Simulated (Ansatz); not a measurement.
## KRb₂CrF₆: input and output

The input, for Ansatz 0.2.0 (plane waves, PAW):

```yaml
crystal:
  lattice:
    - [0.0, 4.444968, 4.444968]
    - [4.444968, 0.0, 4.444968]
    - [4.444968, 4.444968, 0.0]
  atoms:
    - { symbol: F, position: [0.78, 0.22, 0.22] }
    - { symbol: F, position: [0.22, 0.78, 0.22] }
    - { symbol: F, position: [0.22, 0.78, 0.78] }
    - { symbol: F, position: [0.78, 0.22, 0.78] }
    - { symbol: F, position: [0.22, 0.22, 0.78] }
    - { symbol: F, position: [0.78, 0.78, 0.22] }
    - { symbol: Rb, position: [0.25, 0.25, 0.25] }
    - { symbol: Rb, position: [0.75, 0.75, 0.75] }
    - { symbol: K, position: [0.5, 0.5, 0.5] }
    - { symbol: Cr, position: [0.0, 0.0, 0.0] }
  symmetry: { tolerance: 0.0003 }
kpoints:
  mp_grid: { grid: [7, 7, 7], shift: [0, 0, 0] }
  band_path:
    path:
      - [0.0, 0.0, 0.0]
      - [0.5, 0.0, 0.5]
      - [0.625, 0.25, 0.625]
      - [0.375, 0.375, 0.75]
      - [0.0, 0.0, 0.0]
      - [0.5, 0.5, 0.5]
      - [0.5, 0.25, 0.75]
      - [0.5, 0.0, 0.5]
    npoints: 8
magnetization:
  spin_polarized: false
scf:
  occupations: { method: fermi_dirac, width: 0.1327 }
  lower_state_search: "off"
  max_iter: 200
hamiltonian:
  pseudopotentials: { kind: paw }
  xc: r2scan
total_charge: -1
basis:
  ecutwfc: 500
  fft_grid_basis: typed
output:
  forces: true
  stress: true
  eigenvalues: true
  bader: true
  populations: true
  elf: true
  write_potential: true
  volumetric_format: npy
  dos:
    e_range: [-12, 8]
    de: 0.05
    projected: { site_lists: { Cr: [Cr], F: [F], K: [K], Rb: [Rb] } }
checkpoint:
  read: saved_state
```

The run starts from an earlier solution of this cell. 

Output (shortened):

```
band count auto-derived: 53 (N_el = 84.0; filled up to band 42; 52 by the electrons, moments and atoms)
Pseudopotentials: kind: paw
Pseudopotential: F, paw, valence charge 7, recommended cutoff 500 eV (meta_gga), F.paw.azcp
Pseudopotential: Rb, paw, valence charge 9, recommended cutoff 500 eV (meta_gga), Rb.paw.azcp
Pseudopotential: K, paw, valence charge 9, recommended cutoff 500 eV (meta_gga), K.paw.azcp
Pseudopotential: Cr, paw, valence charge 14, recommended cutoff 500 eV (meta_gga), Cr.paw.azcp
Functional definition: r2SCAN
  exchange = r2scan_x(k0 = k0, k1 = k1, a1 = a1)
  correlation = r2scan_c
Crystal: 10 atoms, lattice volume = 175.645 Å³
Basis set: ecut = 500 eV, 4477 PW (Γ), exchange–correlation on 192×192×192 points (64 copies of the dense FFT grid, shifted against one another)
Bands: 53, of which v1, the nominal top of the filled ones, is band 42 counted from 1 (41 counted from 0)
Symmetry: 48 space group operations
Space group: Fm-3m (ITA 225), of the structure as read, at distance tolerance 1.7e-3 Å
k-points: 20 of 343
Initial density: read from a saved state, or passed on in memory by an earlier SCF of this step, an earlier step, the calling program or the single point that the run made first
Functional: x = r2scan, c = r2scan; τ floored in thin density (d = 2e-4 eV/Å³)
SCF iter   1: F=-16343.6040 eV  Δρ=3.45e-3  dr2=1.33e-3  dr2_τ=7.28e-3
SCF iter   2: F=-16343.6060 eV  Δρ=4.56e-4  dr2=3.96e-4  dr2_τ=3.45e-5
SCF iter   3: F=-16343.6062 eV  Δρ=2.89e-4  dr2=1.18e-4  dr2_τ=7.23e-6
SCF iter   4: F=-16343.6062 eV  Δρ=1.52e-4  dr2=5.89e-5  dr2_τ=1.26e-6
SCF iter   5: F=-16343.6061 eV  Δρ=7.59e-5  dr2=1.35e-5  dr2_τ=4.39e-7
SCF iter   6: F=-16343.6061 eV  Δρ=3.01e-5  dr2=1.82e-6  dr2_τ=4.56e-8
SCF iter   7: F=-16343.6061 eV  Δρ=2.03e-6  dr2=4.50e-9  dr2_τ=1.15e-9
Free energy (F): -16343.6061 eV
Harris-Foulkes:  -16343.6061 eV  (|F-HF|=2.65e-9)
Internal energy: -16343.0901 eV  (E = F + TS)
E sigma→0 (E₀):  -16343.3481 eV
Entropy (-TS):   -0.5159 eV (-51.592 meV/atom)
Fermi energy:    8.6591 eV
--- Per-component energies (eV) ---
  E_band       = -786.4481
  E_kinetic    = 2249.1266
  E_local      = -8131.6205  (includes V_loc(G=0)·N_el)
  E_nonlocal   = 882.2287
  E_hartree    = 3144.8713
  E_xc         = -1006.0215
  E_vxc        = -1399.1133  (∫ρ·V_xc dr)
  E_paw        = -8482.6745  (= ΣΔE_a)
  E_vpaw       = -769.1259  (= ΣTr[D̂ρ^β])
  E_aug_tail   = 0.0066  (compensation charges beyond the density's cutoff)
  E_vtau       = 92.3049  (kinetic-family band-sum trace: ∫τ·v_τ [+ j·A + Jᵃ·Aᵃ] dr)
  E_ewald      = -4998.0560
  E_core_change = -0.9507  (= ΣΔE_core)
  E_smearing   = -0.5159  (= −TS)
  E_deformation_potential = -12.7068  (in the stress; not in F)
--- Forces (eV/Å), atoms counted from 1 ---
  atom   1  F      0.8514     0.0000     0.0000
  atom   2  F      0.0000     0.8514     0.0000
  atom   3  F     -0.8514     0.0000     0.0000
  atom   4  F      0.0000    -0.8514     0.0000
  atom   5  F      0.0000     0.0000     0.8514
  atom   6  F      0.0000     0.0000    -0.8514
  atom   7  Rb     0.0000     0.0000     0.0000
  atom   8  Rb     0.0000     0.0000     0.0000
  atom   9  K      0.0000     0.0000     0.0000
  atom  10  Cr     0.0000     0.0000     0.0000
--- Stress (GPa, compression-positive) ---
       -2.3394       0.0000       0.0000
        0.0000      -2.3394       0.0000
        0.0000       0.0000      -2.3394
  P = ⅓ Tr σ = -2.3394 GPa (-23.394 kbar)
```

Origin: a database entry at a rescaled volume. Caveats: no spin polarisation, so a magnetic state may lie lower; charged cell with a uniform background.
